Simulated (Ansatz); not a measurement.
Molecular dynamics on a 2×2×1 supercell (16 atoms) of Cl (Cmce), relaxed with r2SCAN+rVV10. Forces come from PBEsol in the PAW code Ansatz: Langevin thermostat and barostat (NPT), 450 K, steps of 2 fs. Spin polarisation is off, nuclei are classical, and the run is far too short for thermal averages.

```yaml
crystal:
  lattice:
    - [6.2504734117, -4.0144901941, 0.0]
    - [6.2504734117, 4.0144901941, 0.0]
    - [0.0, 0.0, 8.1465601234]
  atoms:
    - { symbol: Cl, position: [0.4378175035, 0.0621824965, 0.6074783214] }
    - { symbol: Cl, position: [0.0621824965, 0.4378175035, 0.3925216786] }
    - { symbol: Cl, position: [0.3121824965, 0.1878175035, 0.1074783214] }
    - { symbol: Cl, position: [0.1878175035, 0.3121824965, 0.8925216786] }
    - { symbol: Cl, position: [0.4378175035, 0.5621824965, 0.6074783214] }
    - { symbol: Cl, position: [0.0621824965, 0.9378175035, 0.3925216786] }
    - { symbol: Cl, position: [0.3121824965, 0.6878175035, 0.1074783214] }
    - { symbol: Cl, position: [0.1878175035, 0.8121824965, 0.8925216786] }
    - { symbol: Cl, position: [0.9378175035, 0.0621824965, 0.6074783214] }
    - { symbol: Cl, position: [0.5621824965, 0.4378175035, 0.3925216786] }
    - { symbol: Cl, position: [0.8121824965, 0.1878175035, 0.1074783214] }
    - { symbol: Cl, position: [0.6878175035, 0.3121824965, 0.8925216786] }
    - { symbol: Cl, position: [0.9378175035, 0.5621824965, 0.6074783214] }
    - { symbol: Cl, position: [0.5621824965, 0.9378175035, 0.3925216786] }
    - { symbol: Cl, position: [0.8121824965, 0.6878175035, 0.1074783214] }
    - { symbol: Cl, position: [0.6878175035, 0.8121824965, 0.8925216786] }
kpoints:
  mp_grid: { grid: [2, 2, 2] }
hamiltonian:
  xc: pbesol
scf:
  occupations: { method: fermi_dirac, width: 0.039 }
md:
  ensemble: npt_langevin
  temperature: 450
  timestep: 2.0
  n_steps: 40
  initial_velocities: maxwell_boltzmann
  seed: 9108
```

Command: `ansatz run input.yaml --threads 4 --pin off --max-ram 5529MiB --backend cpu --events-out ev --progress --plain --runs-dir out`. It took 3.4 min on 4 threads of Arm Neoverse N1, with other jobs on the host; peak host memory 1.2 GiB.

```tsv
step	t (fs)	T (K)	free energy F from step 0 (meV/atom)	kinetic energy (meV/atom)	pressure (GPa)	volume (Å³/atom)	largest force (eV/Å)
0	0	422	0.0	54.5	0.35	25.55	0.12
1	2	415	0.4	53.7	0.41	25.55	0.23
2	4	428	1.2	55.3	0.49	25.55	0.36
3	6	404	2.5	52.2	0.57	25.54	0.49
4	8	361	4.0	46.7	0.64	25.55	0.64
5	10	378	5.6	48.9	0.71	25.56	0.76
6	12	375	7.0	48.4	0.73	25.58	0.82
7	14	349	8.2	45.1	0.72	25.59	0.86
8	16	348	9.5	45.0	0.72	25.60	0.91
9	18	348	10.7	45.0	0.72	25.61	0.90
10	20	364	11.9	47.1	0.72	25.62	0.85
11	22	377	13.2	48.8	0.73	25.63	0.80
12	24	388	14.8	50.2	0.73	25.64	0.76
13	26	414	16.6	53.5	0.70	25.65	0.75
14	28	449	18.6	58.0	0.64	25.67	0.76
15	30	461	20.8	59.6	0.54	25.69	0.73
16	32	421	23.2	54.4	0.39	25.71	0.72
17	34	395	25.5	51.1	0.24	25.73	0.81
18	36	357	28.1	46.1	0.08	25.76	0.90
19	38	337	30.9	43.6	-0.05	25.78	0.96
20	40	330	33.8	42.6	-0.12	25.81	1.00
21	42	294	36.6	38.0	-0.19	25.83	1.03
22	44	289	39.2	37.4	-0.24	25.86	1.06
23	46	312	41.5	40.3	-0.25	25.89	1.08
24	48	275	43.3	35.5	-0.26	25.92	1.09
25	50	279	44.6	36.0	-0.25	25.94	1.06
26	52	300	45.4	38.8	-0.21	25.97	1.10
27	54	282	45.8	36.4	-0.16	25.99	1.13
28	56	322	45.6	41.7	-0.07	26.03	1.13
29	58	349	45.1	45.2	0.05	26.06	1.10
30	60	338	44.5	43.7	0.19	26.07	1.05
31	62	312	44.1	40.3	0.33	26.09	0.97
32	64	316	43.8	40.9	0.48	26.12	0.86
33	66	326	43.8	42.2	0.65	26.15	0.77
34	68	311	44.2	40.2	0.79	26.18	0.91
35	70	317	45.0	40.9	0.91	26.21	1.00
36	72	348	46.1	44.9	1.03	26.24	1.06
37	74	309	47.6	40.0	1.09	26.27	1.11
38	76	281	49.1	36.3	1.16	26.30	1.31
39	78	295	50.5	38.1	1.25	26.33	1.47
40	80	280	51.3	36.2	1.30	26.37	1.54
```

The temperature starts at 422 K, is lowest at step 24 (275 K, 48 fs) and ends at 280 K. The thermostat hasn't had time to restore it. The atoms start on their lattice sites with kinetic energy alone, so much of it first passes into potential energy.

Positions (Å) and forces (eV/Å) at step 40:
```
cell (Å): 6.317 -4.057 0.000; 6.317 4.057 0.000; 0.000 0.000 8.233
Cl   3.408  -1.306   4.825    -0.115   0.641   1.397
Cl   2.970   1.474   3.158     0.196   0.493   0.149
Cl   3.257  -0.552   0.685     0.077   0.711  -0.571
Cl   3.457   0.649   7.226    -0.204  -0.674   0.736
Cl   6.026   0.654   5.031     0.099   0.703   0.911
Cl   6.137   3.770   3.124     0.086  -0.313  -0.663
Cl   6.467   1.487   0.899    -0.061  -0.321   0.511
Cl   6.314   2.641   7.540     0.083   0.186  -0.705
Cl   6.147  -3.625   4.963     0.085   0.248   0.918
Cl   6.243  -0.594   3.553     0.252  -0.453  -1.227
Cl   6.318  -2.563   0.949    -0.012  -0.047  -0.467
Cl   6.304  -1.985   7.213     0.035   0.114   0.526
Cl   9.531  -1.283   4.708    -0.171  -0.725   0.054
Cl   9.395   1.557   3.335    -0.189  -0.500  -1.409
Cl   9.712  -0.621   0.914    -0.265  -0.090   0.233
Cl   9.342   0.465   7.516     0.104   0.027  -0.392
```
